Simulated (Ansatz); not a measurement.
AuCu3-type ScSi₃

Method: PBE, scalar-relativistic; no spin polarisation; PAW, 420 eV, Γ-centred 8×8×8 mesh, 0.05 eV Gaussian smearing; code Ansatz. The datasets are Ansatz's generated set soft_2.

```
CELL_PARAMETERS angstrom
3.96555 0.00000 0.00000
0.00000 3.96555 0.00000
0.00000 0.00000 3.96555
ATOMIC_POSITIONS crystal
Sc 0.00000 0.00000 0.00000
Si 0.00000 0.50000 0.50000
Si 0.50000 0.50000 0.00000
Si 0.50000 0.00000 0.50000
```

This is a trial structure made by placing the elements on a prototype's sites, so it needn't be the stable form.

The cell has space group Pm-3m (read at 0.01 Å). In it the stress is 0.02, 0.02, 0.02, 0.00, 0.00, 0.00 GPa and the largest force component 0.000 eV/Å. Each change below starts from this cell, without further relaxation. Stress is in GPa, positive in compression, in the order xx, yy, zz, yz, xz, xy; energies are counted from the cell above and are free energies with the smearing's entropy, which match forces and stress in a metal.

**Question.** What happens when atom 3 (Si) is moved by 0.02 Å along y?

**Answer.** The energy changes by 1.2 meV per cell, and the force on it along the shift is -0.122 eV/Å (−F/u = 6.12 eV/Å²). Stress: 0.03, 0.03, 0.02, 0.00, 0.00, 0.00.
```
atom  Fx (eV/Å)      Fy     Fz
 Sc1      0.000   0.095  0.000
 Si2      0.000   0.009  0.000
 Si3      0.000  -0.122  0.000
 Si4      0.000   0.019  0.000
```
In a harmonic crystal the energy would rise by −½F·u = ½ × 6.12 × 0.02² eV = 1.2 meV, which matches.

**Question.** What happens when atom 4 (Si) is moved by 0.20 Å along x?

**Answer.** The energy changes by 122.7 meV per cell, and the force on it along the shift is -1.206 eV/Å (−F/u = 6.03 eV/Å²). Stress: 0.76, 0.65, 1.61, 0.00, 0.00, 0.00.
| atom | Fx (eV/Å) | Fy | Fz |
| --- | --- | --- | --- |
| Sc1 | 0.931 | 0.000 | 0.000 |
| Si2 | 0.188 | 0.000 | 0.000 |
| Si3 | 0.087 | 0.000 | 0.000 |
| Si4 | -1.206 | 0.000 | 0.000 |
In a harmonic crystal the energy would rise by −½F·u = ½ × 6.03 × 0.20² eV = 120.6 meV, which matches.

**Question.** What stress follows from an engineering strain of -1 % in yz, atoms carried along?

**Answer.** 0.03, 0.04, 0.04, 0.87, 0.00, 0.00 GPa; the energy changes by 1.7 meV per cell.
The change of the stress over the strain gives a clamped-atom stiffness of about 87 GPa for this component.
In a harmonic crystal the energy would rise by V(½Cε² − σ₀ε), with σ₀ the stress of the unstrained cell, = 1.7 meV, which matches.

**Question.** A single strain component, atoms carried along, gave the stress -1.80, -0.46, -0.46, 0.00, 0.00, 0.00. Which component, and about how large?

**Answer.** An engineering strain of 1 % in xx; the energy changes by 3.6 meV per cell.

**Question.** All atoms and the cell are disturbed at random:
```xyz
4
Lattice="3.9375 -0.0178 0.0142 -0.0178 3.8934 0.0104 0.0142 0.0104 4.0147" Properties=species:S:1:pos:R:3 pbc="T T T"
Sc   -0.0843   -0.1385    0.0143
Si   -0.0231    1.9914    2.1186
Si    1.9086    2.0748    0.0182
Si    2.1327   -0.0418    1.8883
```
Give the energy change, the stress and the forces.

**Answer.** 567.3 meV per cell; stress 6.67, 5.45, 4.76, 1.33, -2.47, 0.33 GPa.
```
atom  Fx (eV/Å)      Fy      Fz
 Sc1      1.323   2.114  -0.326
 Si2      0.260  -0.859  -0.667
 Si3     -0.203  -1.673  -0.071
 Si4     -1.380   0.419   1.064
```

**Question.** All atoms and the cell are disturbed at random:
```xyz
4
Lattice="4.0152 -0.0476 0.0309 -0.0476 3.9372 0.0017 0.0309 0.0017 4.0094" Properties=species:S:1:pos:R:3 pbc="T T T"
Sc    0.0604   -0.1591    0.0485
Si    0.0119    2.0628    1.9199
Si    1.9825    1.9211    0.0100
Si    1.9437    0.0664    2.0635
```
Give the energy change, the stress and the forces.

**Answer.** 276.6 meV per cell; stress -1.08, 2.18, 1.29, -1.94, -0.90, 1.01 GPa.
```tsv
atom	Fx (eV/Å)	Fy	Fz
Sc1	-0.687	1.475	-0.672
Si2	-0.190	-1.304	0.910
Si3	0.213	-0.458	-0.100
Si4	0.664	0.287	-0.139
```

The cell is a metal with an odd number of electrons, and spin polarisation wasn't tried.
